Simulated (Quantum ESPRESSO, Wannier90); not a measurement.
**TlI (CsCl type), plane waves to Wannier functions**

Structure: Materials Project mp-23197, symmetrised, not relaxed again. COD (Crystallography Open Database) has the formula in 2 space groups, this one among them (matched by group alone). Computed values, not measurements, from PBEsol: Quantum ESPRESSO (norm-conserving PseudoDojo potentials, cutoff 56 Ry, no spin polarisation, no spin-orbit coupling) on a Γ-centred 8×8×8 mesh, then Wannier90. Density: 8×8×8 mesh, cold smearing 0.01 Ry. Spin-orbit coupling is left out although heavy elements are present.

On the energy scale of pw.x, whose zero is arbitrary, the valence-band maximum lies at 4.78 eV.

Input w.win:

```
num_bands = 15
num_wann = 8
exclude_bands = 2-6
num_iter = 0
conv_tol = 1.0e-6
conv_window = 4
dis_num_iter = 1000
dis_conv_tol = 1.0e-6
dis_froz_max = 7.92
write_hr = true
write_u_matrices = true
begin projections
Tl: s;p
I: s;p
end projections
begin unit_cell_cart
ang
    4.2382100000    0.0000000000    0.0000000000
    0.0000000000    4.2382100000    0.0000000000
    0.0000000000    0.0000000000    4.2382100000
end unit_cell_cart
begin atoms_frac
Tl   0.0000000000  0.0000000000  0.0000000000
I    0.5000000000  0.5000000000  0.5000000000
end atoms_frac
mp_grid = 8 8 8
begin kpoints
0.0000000000 0.0000000000 0.0000000000
0.0000000000 0.0000000000 0.1250000000
0.0000000000 0.0000000000 0.2500000000
... (509 more lines: the 8x8x8 mesh through Gamma)
end kpoints
```

Input of pw2wannier90.x that gives the overlap and projection files (equivalent; here they were cut from one run over all bands):

```
&inputpp
  outdir = './out'
  prefix = 'pwscf'
  seedname = 'w'
  write_amn = .true.
  write_mmn = .true.
/
```

Output w.wout (banner and timings cut):

```
                                    ------
                                    SYSTEM
                                    ------

                              Lattice Vectors (Ang)
                    a_1     4.238210   0.000000   0.000000
                    a_2     0.000000   4.238210   0.000000
                    a_3     0.000000   0.000000   4.238210

                   Unit Cell Volume:      76.12853  (Ang^3)

                        Reciprocal-Space Vectors (Ang^-1)
                    b_1     1.482509   0.000000   0.000000
                    b_2     0.000000   1.482509   0.000000
                    b_3     0.000000   0.000000   1.482509

 *----------------------------------------------------------------------------*
 |   Site       Fractional Coordinate          Cartesian Coordinate (Ang)     |
 +----------------------------------------------------------------------------+
 | tl   1   0.00000   0.00000   0.00000   |    0.00000   0.00000   0.00000    |
 | i    1   0.50000   0.50000   0.50000   |    2.11910   2.11910   2.11910    |
 *----------------------------------------------------------------------------*
                                ------------
                                K-POINT GRID
                                ------------

             Grid size =  8 x  8 x  8      Total points =  512

 *---------------------------------- MAIN ------------------------------------*
 |  Number of Wannier Functions               :                 8             |
 |  Number of Objective Wannier Functions     :                 8             |
 |  Number of input Bloch states              :                15             |
 |  Output verbosity (1=low, 5=high)          :                 1             |
 |  Timing Level (1=low, 5=high)              :                 1             |
 |  Optimisation (0=memory, 3=speed)          :                 3             |
 |  Length Unit                               :               Ang             |
 |  Post-processing setup (write *.nnkp)      :                 F             |
 |  Using Gamma-only branch of algorithms     :                 F             |
 *----------------------------------------------------------------------------*
 *------------------------------- WANNIERISE ---------------------------------*
 |  Total number of iterations                :                 0             |
 |  Number of CG steps before reset           :                 5             |
 |  Trial step length for line search         :             2.000             |
 |  Convergence tolerence                     :         0.100E-05             |
 |  Convergence window                        :                 4             |
 |  Iterations between writing output         :                 1             |
 |  Iterations between backing up to disk     :               100             |
 |  Write r^2_nm to file                      :                 F             |
 |  Write xyz WF centres to file              :                 F             |
 |  Write on-site energies <0n|H|0n> to file  :                 F             |
 |  Use guiding centre to control phases      :                 F             |
 |  Use phases for initial projections        :                 F             |
 *----------------------------------------------------------------------------*
 *------------------------------- DISENTANGLE --------------------------------*
 |  Using band disentanglement                :                 T             |
 |  Total number of iterations                :              1000             |
 |  Mixing ratio                              :             0.500             |
 |  Convergence tolerence                     :         1.000E-06             |
 |  Convergence window                        :                 3             |
 *----------------------------------------------------------------------------*
 *-------------------------------- PLOTTING ----------------------------------*
 |  Plotting Hamiltonian in WF basis          :                 T             |
 *----------------------------------------------------------------------------*

 *---------------------------------- K-MESH ----------------------------------*
 +----------------------------------------------------------------------------+
 |                    Distance to Nearest-Neighbour Shells                    |
 |                    ------------------------------------                    |
 |          Shell             Distance (Ang^-1)          Multiplicity         |
 |          -----             -----------------          ------------         |
 |             1                   0.185314                      6            |
 |             2                   0.262073                     12            |
 |             3                   0.320973                      8            |
 |             4                   0.370627                      6            |
 |             5                   0.414374                     24            |
 |             6                   0.453924                     24            |
 |             7                   0.524146                     12            |
 |             8                   0.555941                     30            |
       ... (lines left out)
 +----------------------------------------------------------------------------+
 | The b-vectors are chosen automatically                                     |
 | The following shells are used:                       1                     |
 +----------------------------------------------------------------------------+
 |                        Shell   # Nearest-Neighbours                        |
 |                        -----   --------------------                        |
 |                          1               6                                 |
 +----------------------------------------------------------------------------+
 | Completeness relation is fully satisfied [Eq. (B1), PRB 56, 12847 (1997)]  |
 +----------------------------------------------------------------------------+
 |                  b_k Vectors (Ang^-1) and Weights (Ang^2)                  |
 |                  ----------------------------------------                  |
 |            No.         b_k(x)      b_k(y)      b_k(z)        w_b           |
 |            ---        --------------------------------     --------        |
 |             1         0.000000    0.000000    0.185314    14.559792        |
 |             2         0.000000    0.185314    0.000000    14.559792        |
 |             3         0.185314    0.000000    0.000000    14.559792        |
 |             4         0.000000    0.000000   -0.185314    14.559792        |
 |             5         0.000000   -0.185314    0.000000    14.559792        |
 |             6        -0.185314    0.000000    0.000000    14.559792        |
 +----------------------------------------------------------------------------+
 |                           b_k Directions (Ang^-1)                          |
 |                           -----------------------                          |
 |            No.           x           y           z                         |
 |            ---        --------------------------------                     |
 |             1         0.000000    0.000000    0.185314                     |
 |             2         0.000000    0.185314    0.000000                     |
 |             3         0.185314    0.000000    0.000000                     |
 +----------------------------------------------------------------------------+

 Starting a new Wannier90 calculation ...

 Reading overlaps from w.mmn

 Reading projections from w.amn

 *------------------------------- DISENTANGLE --------------------------------*
 +----------------------------------------------------------------------------+
 |                              Energy  Windows                               |
 |                              ---------------                               |
 |                   Outer:   -6.89114  to   19.98013  (eV)                   |
 |                   Inner:   -6.89114  to    7.92000  (eV)                   |
 +----------------------------------------------------------------------------+
   Number of target bands to extract:    8

                   Unitarised projection of Wannier functions
                   ------------------------------------------
   A_mn = <psi_m|g_n> --> S = A.A^+ --> U = S^-1/2.A
   In dis_project... done
   Using an inner window (linner = T)
   In dis_proj_froz... done

                   Extraction of optimally-connected subspace
                   ------------------------------------------
 +---------------------------------------------------------------------+<-- DIS
 |  Iter     Omega_I(i-1)      Omega_I(i)      Delta (frac.)           |<-- DIS
 +---------------------------------------------------------------------+<-- DIS
       1      20.50563225      17.62884731       1.632E-01    <-- DIS
       2      17.99754554      16.78494090       7.224E-02    <-- DIS
       3      17.15471614      16.22811350       5.710E-02    <-- DIS
       4      16.50497787      15.82795232       4.277E-02    <-- DIS
       5      16.02072608      15.53508150       3.126E-02    <-- DIS
       6      15.66314052      15.31836466       2.251E-02    <-- DIS
       ... (lines left out)
      84      14.64103945      14.64105315      -9.357E-07    <-- DIS
      85      14.64104059      14.64105311      -8.552E-07    <-- DIS
      86      14.64104163      14.64105308      -7.819E-07    <-- DIS

             <<<      Delta < 1.000E-06  over  3 iterations     >>>
             <<< Disentanglement convergence criteria satisfied >>>

        Final Omega_I    14.64105308 (Ang^2)

 +----------------------------------------------------------------------------+

 Writing checkpoint file w.chk... done

 *------------------------------- WANNIERISE ---------------------------------*
 +--------------------------------------------------------------------+<-- CONV
 | Iter  Delta Spread     RMS Gradient      Spread (Ang^2)            |<-- CONV
 +--------------------------------------------------------------------+<-- CONV

 ------------------------------------------------------------------------------
 Initial State
  WF centre and spread    1  ( -0.000000,  0.000000,  0.000000 )     1.99310034
  WF centre and spread    2  (  0.000009, -0.000010, -0.000001 )     3.54281234
  WF centre and spread    3  (  0.000001, -0.000009, -0.000007 )     3.54280329
  WF centre and spread    4  (  0.000002, -0.000001,  0.000001 )     3.54280685
  WF centre and spread    5  (  2.119105,  2.119105,  2.119105 )     1.93215508
  WF centre and spread    6  (  2.119105,  2.119101,  2.119105 )     2.05860776
  WF centre and spread    7  (  2.119105,  2.119107,  2.119101 )     2.05861399
  WF centre and spread    8  (  2.119106,  2.119105,  2.119108 )     2.05861121
  Sum of centres and spreads (  8.476433,  8.476398,  8.476413 )    20.72951086

      0     0.207E+02     0.0000000000       20.7295108584  <-- CONV
        O_D=      0.0000000 O_OD=      6.0884577 O_TOT=     20.7295109 <-- SPRD
 ------------------------------------------------------------------------------
 Final State
  WF centre and spread    1  ( -0.000000,  0.000000,  0.000000 )     1.99310034
  WF centre and spread    2  (  0.000009, -0.000010, -0.000001 )     3.54281234
  WF centre and spread    3  (  0.000001, -0.000009, -0.000007 )     3.54280329
  WF centre and spread    4  (  0.000002, -0.000001,  0.000001 )     3.54280685
  WF centre and spread    5  (  2.119105,  2.119105,  2.119105 )     1.93215508
  WF centre and spread    6  (  2.119105,  2.119101,  2.119105 )     2.05860776
  WF centre and spread    7  (  2.119105,  2.119107,  2.119101 )     2.05861399
  WF centre and spread    8  (  2.119106,  2.119105,  2.119108 )     2.05861121
  Sum of centres and spreads (  8.476433,  8.476398,  8.476413 )    20.72951086

         Spreads (Ang^2)       Omega I      =    14.641053079
        ================       Omega D      =     0.000000042
                               Omega OD     =     6.088457737
    Final Spread (Ang^2)       Omega Total  =    20.729510858
```
